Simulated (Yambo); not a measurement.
Input:

```xyz
2
Lattice="0.0000 2.2975 2.2975 2.2975 0.0000 2.2975 2.2975 2.2975 0.0000" Properties=species:S:1:pos:R:3 pbc="T T T"
F      2.2975     2.2975     2.2975
Na     4.5949     4.5949     4.5949
```

Workflow: PBEsol (pw.x of Quantum ESPRESSO, ONCV potentials, without SOC), then G0W0 in Yambo (6×6×6 Γ-centred k mesh, bands 2 to 93 and a 14 Ry block in the screening, 93 bands in G with the Bruneval-Gonze terminator, plasmon pole fitted at 27.2 eV).

Question: Give the PBEsol and G0W0 gaps between the band edges found on this mesh, and say where the edges lie.

Answer: Edges: Γ → Γ. PBEsol: 6.34 eV; G0W0: 10.91 eV. Convergence of the G0W0 settings was not tested. 

Geometry strained from the cell relaxed with PBEsol, atoms relaxed again.
